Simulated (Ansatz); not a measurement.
Problem. Each is relaxed and computed with r²SCAN in the plane-wave PAW code Ansatz. Which is the only metal?
A) AlGaAs2, R3m (Al on 3a, Ga on 3a, As on 3a, As on 3a)
B) TiNi4GeO8, F-43m (Pearson symbol cF56)
C) Ti2AlGe3, Amm2 (Pearson symbol oS12)
D) TiO2, anatase

Solution. C, Ti2AlGe3, Amm2 (Pearson symbol oS12). Ti2AlGe3: metal; TiNi4GeO8: gap 2.07 eV (indirect); AlGaAs2: gap 1.34 eV (direct); TiO2: gap 2.53 eV (indirect). Spin orders computed, not proven ground states: TiNi4GeO8, F-43m (Pearson symbol cF56) ferromagnetic. Standing as an ambient phase not checked: Ti2AlGe3, Amm2 (Pearson symbol oS12); TiNi4GeO8, F-43m (Pearson symbol cF56); AlGaAs2, R3m (Al on 3a, Ga on 3a, As on 3a, As on 3a). Perhaps ordered models of mixed-site phases: Ti2AlGe3, Amm2 (Pearson symbol oS12); AlGaAs2, R3m (Al on 3a, Ga on 3a, As on 3a, As on 3a). All cells were relaxed under the symmetry of their starts (and spin orders); stability against distortions was not tested throughout. Rows with no word on spin ran without spin polarisation. No Hubbard U is applied. Scalar-relativistic: spin–orbit coupling is off unless named, which matters more the heavier the elements.

Potentials: the later of the program's two PAW sets.
